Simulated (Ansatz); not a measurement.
K (Fm-3m): from strained cells to moduli

```
K
1.0
     0.00000    3.29099    3.29099
     3.29099    0.00000    3.29099
     3.29099    3.29099    0.00000
K
1
Cartesian
  0.0000 0.0000 0.0000
```

The conventional cell has a = 6.582 Å, b = 6.582 Å, c = 6.582 Å, α = 90.00°, β = 90.00°, γ = 90.00°.

Unless marked otherwise, the numbers come from PBEsol, all-electron LAPW in Ansatz 0.2.0, scalar-relativistic. k mesh 20×20×20, Fermi-Dirac smearing of 0.100 eV, basis error target 0.5 meV/atom. The cell was relaxed by PAW under this functional, which moved its volume by +122 % from the database entry's. The structure is one entry of a database and needn't be the stable phase.

The cell is cubic and carries a residual pressure of 0.00 GPa at this level. Each strain component that symmetry leaves independent is applied at ±0.005 and ±0.01, the ions relax wherever a strain frees them, and the stress (tension positive, GPa) is read. Shears are engineering strains, γ = 2ε.

```json
{"strain": "xx", "size": "-0.01", "σxx": "-0.0428", "σyy": "-0.0357", "σzz": "-0.0357", "σyz": "0.0000", "σxz": "0.0000", "σxy": "0.0000"}
{"strain": "xx", "size": "-0.005", "σxx": "-0.0216", "σyy": "-0.0179", "σzz": "-0.0179", "σyz": "0.0000", "σxz": "0.0000", "σxy": "0.0000"}
{"strain": "xx", "size": "+0.005", "σxx": "0.0201", "σyy": "0.0161", "σzz": "0.0161", "σyz": "0.0000", "σxz": "0.0000", "σxy": "0.0000"}
{"strain": "xx", "size": "+0.01", "σxx": "0.0405", "σyy": "0.0323", "σzz": "0.0323", "σyz": "0.0000", "σxz": "0.0000", "σxy": "0.0000"}
{"strain": "yz", "size": "-0.01", "σxx": "-0.0005", "σyy": "-0.0011", "σzz": "-0.0011", "σyz": "-0.0273", "σxz": "0.0000", "σxy": "0.0000"}
{"strain": "yz", "size": "-0.005", "σxx": "-0.0006", "σyy": "-0.0008", "σzz": "-0.0008", "σyz": "-0.0137", "σxz": "0.0000", "σxy": "0.0000"}
{"strain": "yz", "size": "+0.005", "σxx": "-0.0006", "σyy": "-0.0008", "σzz": "-0.0008", "σyz": "0.0137", "σxz": "0.0000", "σxy": "0.0000"}
{"strain": "yz", "size": "+0.01", "σxx": "-0.0005", "σyy": "-0.0011", "σzz": "-0.0011", "σyz": "0.0273", "σxz": "0.0000", "σxy": "0.0000"}
```

The slope is [8(σ(+δ) − σ(−δ)) − (σ(+2δ) − σ(−2δ))]/(12δ), and the program imposes the crystal's symmetry on the matrix.

(1) What are the independent elastic constants?

(2) Do they meet the Born conditions?

(3) What moduli does a random aggregate of grains have?

(4) With the density of 0.911 g/cm³, how fast does sound travel, and what Debye temperature follows?

(5) How far do the constants move if PAW replaces LAPW in the same cell?

(6) What happens at 30 GPa (cell relaxed there)?

Results:

(1) C11 = 4.2, C12 = 3.4, C44 = 2.7 GPa.

(2) C11 − C12 = 0.8, C11 + 2C12 = 11.0 and C44 = 2.7 GPa must all be positive, so the crystal is elastically stable; that says nothing yet of its phonons.

(3) B = (C11 + 2C12)/3 = 3.7 GPa. G_V = (C11 − C12 + 3C44)/5 = 1.8 and G_R = 5(C11 − C12)C44/(4C44 + 3(C11 − C12)) = 0.8, so G_H = 1.3 GPa. Then E = 9BG/(3B + G) = 3.5 GPa, ν = (3B − 2G)/(6B + 2G) = 0.342 and B/G = 2.83, on the ductile side of Pugh's 1.75 (a rule of thumb).

(4) 

```json
{"direction": "[100]", "slow (m/s)": "1732", "middle (m/s)": "1732", "fast (m/s)": "2139"}
{"direction": "[110]", "slow (m/s)": "649", "middle (m/s)": "1732", "fast (m/s)": "2675"}
{"direction": "[111]", "slow (m/s)": "1132", "middle (m/s)": "1132", "fast (m/s)": "2831"}
```

The mean of v⁻³ over directions and branches gives v_m = 1254 m/s and θ_D = (ħ/k_B) v_m (6π²n)^(1/3) = 90 K, n being atoms per volume. Young's modulus spans 1 to 7 GPa over directions, and the universal anisotropy index is 6.33.

(5) 

| constant | LAPW (GPa) | PAW (GPa) | difference |
| --- | --- | --- | --- |
| C11 | 4.2 | 4.2 | 0.0 |
| C12 | 3.4 | 3.4 | 0.0 |
| C44 | 2.7 | 2.7 | 0.0 |

(6) The volume falls to 0.2997 of its value, and C11 = 66.9, C12 = 52.3, C44 = -0.5 GPa (slopes of the stress), in this structure whether or not another phase takes over. The matrix has a negative eigenvalue there, so the lattice is mechanically unstable at that pressure.

Keep in mind: responses of metals move with mesh and smearing; the frozen-core PAW files of the compared runs were fitted under PBE, their cores solved anew for this functional; slopes at the two strain sizes disagree.
